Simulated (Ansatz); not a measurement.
# Ag, one cell by several methods

```xyz
4
Lattice="2.8862 0.0000 0.0000 -1.4431 2.4995 0.0000 0.0000 0.0000 10.0000" Properties=species:S:1:pos:R:3 pbc="T T T"
Ag    0.0000    1.6663    2.5000
Ag    1.4431    0.8332    7.5000
Ag    0.0000    0.0000    0.0000
Ag    0.0000    0.0000    5.0000
```

Atoms are numbered in the order listed.

Conventional cell: a = 2.886 Å, b = 2.886 Å, c = 10.000 Å, α = 90.00°, β = 90.00°, γ = 120.00°. Around Ag (atom 1) lie 12 Ag at 2.89 to 3.00 Å. Ag (atom 3) is surrounded by 12 Ag at 2.89 to 3.00 Å.

The geometry is COD entry 1509194, unchecked; take it as a test cell.

Methods: DFT, LDA, PAW with Ansatz's default frozen-core files, scalar-relativistic (Ansatz 0.2.0); DFT, LDA, all-electron PAW with datasets made for the crystal, scalar-relativistic (Ansatz 0.2.0); DFT, LDA, all-electron LAPW, scalar-relativistic (Ansatz 0.2.0).

For PAW: a Γ-centred 14×14×4 k mesh, Fermi–Dirac smearing of 0.08 eV, cutoff 420 eV, no spin polarisation; the PAW files were made with PBE, and the program remakes their frozen cores for this functional. The crystal-made all-electron datasets (AE datasets) take a cutoff of 260 eV at this cell. LAPW targets a basis error of 0.5 meV/atom. The Ansatz runs share mesh, smearing and spin set-up. Plane-wave (PAW) pressures include the program's estimate of the Pulay term.

Stress and pressure are positive in compression.

No spin–orbit coupling: at heavy atoms the gradients can be off by tens of per cent for that reason.

In a metal, gradients converge slowly with the k mesh: the values move by tens of per cent from one mesh to another, at times in sign, so only the comparison on one mesh counts.

Levels count from the Fermi level.

```csv
quantity,PAW,AE datasets,LAPW
pressure (GPa),-11.21,-11.22,-11.22
stress xx (GPa),-9.99,-9.99,-9.99
stress zz (GPa),-13.67,-13.67,-13.67
highest filled level at Γ (eV),-0.629,-0.632,-0.632
lowest empty level at Γ (eV),2.532,2.534,2.534
highest filled level at A (eV),-2.557,-2.558,-2.558
lowest empty level at A (eV),5.226,5.226,5.226
highest filled level at L (eV),-2.607,-2.606,-2.606
lowest empty level at L (eV),0.436,0.435,0.435
field gradient Vzz at Ag1 (10²¹ V/m²),0.53,0.54,–
```

PAW's pressure differs from the LAPW value by about 0.01 GPa or less.
